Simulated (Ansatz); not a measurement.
The relaxed structure here is a generated cell of Te2Mo: the first start was made by placing the elements on the sites of a structure type, and the end was not matched to a known phase here, so it may be hypothetical. Known forms of Te2Mo include space group No. 194.

One starting cell of Te$_{2}$Mo (a generated cell, Te2Mo placed in the anatase structure type) was relaxed twice with Ansatz (plane waves, PAW, scalar-relativistic): with r2SCAN at 500 eV and with PBE at 420 eV. The r2SCAN result:

Space group I4₁/amd, origin choice 1 (No. 141); a = b = 5.173 Å, c = 14.187 Å, α = β = γ = 90.00°

```csv
atom,site,symmetry,x,y,z
Mo,4b,-4m2,0.0000,0.0000,0.5000
Te,8e,2mm.,0.0000,0.0000,0.3062
```
(The calculation used a cell of 6 atoms; values per cell refer to that cell.)

| quantity | r2SCAN | PBE |
|---|---|---|
| space group | I4₁/amd | I4₁/amd |
| volume (Å³/atom) | 31.64 | [?] |
| a (Å) | 5.173 | [?] |
| c (Å) | 14.187 | [?] |
| gap (eV, no spin-orbit coupling) | 0.00 | [?] |

Task: Fill in the PBE column.

Result: 
- volume (Å³/atom), PBE: 32.03
- a (Å), PBE: 5.195
- c (Å), PBE: 14.244
- gap (eV, no spin-orbit coupling), PBE: 0.00

Both levels end in the same structure; PBE's volume is 1.2 % larger. Neither column is exact.

No spin polarisation in the result. A magnetic state may lie lower.

The run could not lose the symmetry of its start, so the end can be a saddle point.

Ansatz is a program for electronic structure.
